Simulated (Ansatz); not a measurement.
Input and command of a calculation in Ansatz (plane waves; scalar-relativistic PAW potentials unless the input names others):

```yaml
crystal:
  lattice:
    - [0.0, 4.74663244, 5.13149453]
    - [5.13149453, 0.0, 5.13149453]
    - [5.13149453, 4.74663244, 0.0]
  atoms:
    - { symbol: Si, position: [0.5, 0.5, 0.5] }
    - { symbol: Si, position: [0.75, 0.75, 0.75] }
basis:
  ecutwfc: 500
kpoints:
  mp_grid: { grid: [10, 10, 10] }
hamiltonian:
  xc: r2scan
scf:
  occupations: { method: gaussian, width: 0.05 }
  max_iter: 80
output:
  forces: true
  eigenvalues: true
  stress: true
```

```bash
ansatz run input.yaml --threads 1 --pin off --max-ram 2560MiB --backend cpu --events-out ev --progress --plain --runs-dir out
```

Abridged log:
```
Pseudopotentials: kind: paw
Pseudopotential: Si, paw, valence charge 4, recommended cutoff 500 eV (meta_gga)
Functional definition: r2SCAN
Crystal: 2 atoms, lattice volume = 249.979 Å³
Basis set: ecut = 500 eV, 6413 PW (Γ), exchange–correlation on 216×216×216 points (64 copies of the dense FFT grid, shifted against one another)
Bands: 8, of which v1, the nominal top of the filled ones, is band 4 counted from 1 (3 counted from 0)
Symmetry: 16 space group operations
Space group: I41/amd (ITA 141), of the structure as read, at distance tolerance 6.3e-5 Å
k-points: 102 of 1000
Initial density: superposition of atomic densities (neutral atoms: chi_scale 0, normalization atom), corrected by the library's trained network
Initial wavefunctions: pseudopotential atomic-orbital guess
Functional: x = r2scan, c = r2scan; τ floored in thin density (d = 2e-4 eV/Å³)
SCF iter   1: F=—  HF=-1268.777467 eV  |F-HF|=—  |Δ(HF+E_count)|=         —  Δρ=2.80e-3  dr2=3.71e-2  dr2_τ=7.82e-4  ethr=1.77e-3  ⟨swp⟩=6.6  Hψ=7072  notcnv=0
SCF iter   2: F=—  HF=-1268.827987 eV  |F-HF|=—  |Δ(HF+E_count)|=   5.05e-2  Δρ=9.25e-4  dr2=4.58e-3  dr2_τ=2.97e-5  ethr=4.63e-4  ⟨swp⟩=2.5  Hψ=2400  notcnv=0
SCF iter   3: F=—  HF=-1268.829102 eV  |F-HF|=—  |Δ(HF+E_count)|=   1.11e-3  Δρ=3.02e-4  dr2=6.32e-4  dr2_τ=1.48e-6  ethr=5.73e-5  ⟨swp⟩=2.6  Hψ=1529  notcnv=0
SCF iter   4: F=—  HF=-1268.829322 eV  |F-HF|=—  |Δ(HF+E_count)|=   2.20e-4  Δρ=6.38e-5  dr2=2.38e-5  dr2_τ=1.42e-7  ethr=7.90e-6  ⟨swp⟩=2.5  Hψ=1245  notcnv=0
SCF iter   5: F=—  HF=-1268.829362 eV  |F-HF|=—  |Δ(HF+E_count)|=   4.00e-5  Δρ=1.75e-5  dr2=1.63e-6  dr2_τ=7.05e-9  ethr=2.97e-7  ⟨swp⟩=2.0  Hψ=1238  notcnv=0
SCF iter   6: F=-1268.829364 eV  HF=-1268.829364 eV  |F-HF|=1.42e-7  |Δ(HF+E_count)|=   2.09e-6  Δρ=3.48e-6  dr2=4.40e-8  dr2_τ=4.93e-10  ethr=1.25e-9  ⟨swp⟩=5.0  Hψ=5071  notcnv=0
SCF 1 converged in 6 iterations: F = -1268.829364 eV  dr2 = 4.40e-8
SCF converged after 6 iterations
Free energy (F): -1268.829364 eV
Harris-Foulkes:  -1268.829364 eV  (|F-HF|=1.42e-7)
Internal energy: -1268.822766 eV  (E = F + TS)
E sigma→0 (E₀):  -1268.826065 eV
Entropy (-TS):   -0.006598 eV (-3.299 meV/atom)
Fermi energy:    -2.836430 eV
--- Forces (eV/Å), atoms counted from 1 ---
  atom   1  Si     0.00000000     0.00000000     0.00000000
  atom   2  Si     0.00000000     0.00000000     0.00000000
--- Stress (GPa, compression-positive) ---
       -2.406421       0.000000       0.000000
        0.000000      -2.086794       0.000000
        0.000000       0.000000      -2.406421
  P = ⅓ Tr σ = -2.2999 GPa (-22.999 kbar)
```

**Question.** The run was meant for a cell not far from equilibrium. What is wrong with this input?

**Answer.** The fault is a lattice typed in bohr (lattice vectors times 1.890). Setting it back cures it. The run converged all the same, with an energy at zero smearing 4.6 eV/atom above the reference's, pressure -2.30 GPa, largest force 0.000 eV/Å, no gap on the mesh, so convergence alone doesn't show that an input is right. A reference run of the cell with lattice vectors 0.0000 2.5118 2.7155; 2.7155 0.0000 2.7155; 2.7155 2.5118 0.0000 Å and the atoms in their places converged with pressure 9.57 GPa, largest force 0.000 eV/Å, no gap on the mesh.

Time: 14 s on 1 thread of Intel(R) Xeon(R) 6975P-C (Granite Rapids) (shared host), peak memory 1.2 GiB.